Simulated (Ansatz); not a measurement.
ScGe:
```
ScGe
1.0
    1.99136    -4.99993     0.00000
    1.99136     4.99993     0.00000
    0.00000     0.00000     3.72959
Sc Ge
2 2
Cartesian
  1.99136  -3.63501   0.93240
  1.99136   3.63501   2.79720
  1.99136  -0.89725   0.93240
  1.99136   0.89725   2.79720
```

Relaxed with PBEsol. Special points in fractions of this cell's reciprocal vectors: Γ (0.000, 0.000, 0.000); Y (-0.500, 0.500, 0.000); C0 (-0.290, 0.710, 0.000); Σ0 (0.290, 0.290, 0.000); Z (0.000, 0.000, 0.500); A0 (0.290, 0.290, 0.500); E0 (-0.290, 0.710, 0.500); T (-0.500, 0.500, 0.500); S (0.000, 0.500, 0.000); R (0.000, 0.500, 0.500).

Question: List the band energies nearest the Fermi level at these points for DFT-PBEsol in the program Ansatz with PAW potentials.

Answer: In eV from the Fermi level; about four levels below and three above (degenerate sets whole), none deeper than 8.9 eV; points with the same levels are listed once.

```csv
k,below,above
Γ,-3.36 -1.85 -1.14 -0.85,0.19 0.51 1.15
Y,-1.61 -1.35 -0.76 -0.54,1.11 1.49 1.65
C0,-4.96 -2.28 -2.07 -2.02,0.24 0.91 1.32
Z,-1.76 -1.76 -1.27 -1.27,2.75 2.75 2.85 2.85
A0,-2.66 -2.66 -0.24 -0.24,1.92 1.92 3.02 3.02
T,-1.38 -1.38 -0.13 -0.13,1.64 1.64 2.43 2.43
S,-4.71 -3.35 -2.02 -1.85,0.10 1.00 1.69
R,-2.54 -2.54 -0.68 -0.68,2.46 2.46 2.96 2.96
```

Space group Cmcm. The first step of the workflow began from a Materials Project structure, measured or hypothetical; the Crystallography Open Database copy checked does not list it. Whether it is the stable phase at ambient conditions was not checked. The cell was relaxed with PBEsol under the symmetry of its start; of distortions, only those at the zone centre were tested. The run is not spin-polarised. Spin–orbit coupling is left out wherever it is not named.

Potentials: the later of the program's two PAW sets.
